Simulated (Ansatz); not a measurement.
**Strain and the gap of BaTiS₃ (cubic perovskite)**

BaTiS₃ (cubic perovskite), relaxed with r2SCAN in Ansatz 0.2.0. The symmetry is Pm-3m (No. 221, cubic); a = 4.819 Å in the conventional setting, 22.38 Å³ an atom. Ba has 12 S at 3.41 Å; Ti has 6 S at 2.41 Å; S has 2 Ti at 2.41 Å and 4 Ba at 3.41 Å.

The axes x, y and z are those of this cell:
```yaml
crystal:
  lattice:
    - [4.81905, 0.00000, 0.00000]
    - [0.00000, 4.81905, 0.00000]
    - [0.00000, 0.00000, 4.81905]
  atoms:
    - { symbol: Ba, position: [0.00000, 0.00000, 0.00000] }
    - { symbol: Ti, position: [0.50000, 0.50000, 0.50000] }
    - { symbol: S, position: [0.50000, 0.50000, 0.00000] }
    - { symbol: S, position: [0.50000, 0.00000, 0.50000] }
    - { symbol: S, position: [0.00000, 0.50000, 0.50000] }
```

Unstrained: The HSE06 gap is indirect, 0.317 eV (R to Γ), below the direct gap of 0.681 eV at Γ. Meshes: HSE06 4×4×4. Strains are changes of length per length, and xy shears are angles. After each strain the atoms were relaxed again with r2SCAN within the symmetry that the strain leaves, so tilts or polar shifts that break it weren't tested; points keep the names that they have in the unstrained zone. Note: simulated data, non-magnetic, for a generated structure that need not be the stable one.

Changes of the least gap in eV (an overlap counts as a negative gap):
```
                                     strain  volume change (%)  space group   HSE06
                    uniaxial +2.5 % along x               +2.5       P4/mmm  -0.070
xy shear, engineering strain (angle) +1.5 %                0.0         Cmmm  -0.023
                    uniaxial -3.0 % along z               -3.0       P4/mmm  -0.106
           isotropic +3.0 % on every length               +9.3        Pm-3m  +0.111
```

Uniaxial +2.5 % along x, other directions held. HSE06: the gap goes from 0.317 to 0.247 eV (-0.070 eV).

Xy shear, engineering strain (angle) +1.5 %. HSE06: the gap goes from 0.317 to 0.294 eV (-0.023 eV).

Uniaxial -3.0 % along z, other directions held. HSE06: the gap goes from 0.317 to 0.211 eV (-0.106 eV).

Isotropic +3.0 % on every length. HSE06: the gap goes from 0.317 to 0.428 eV (+0.111 eV). For HSE06, dE_g/d ln V = 1.3 eV over this step.

The runs are scalar-relativistic, without spin-orbit coupling.

The meshes of the hybrids are coarse, so their gaps aren't converged to the digits shown.
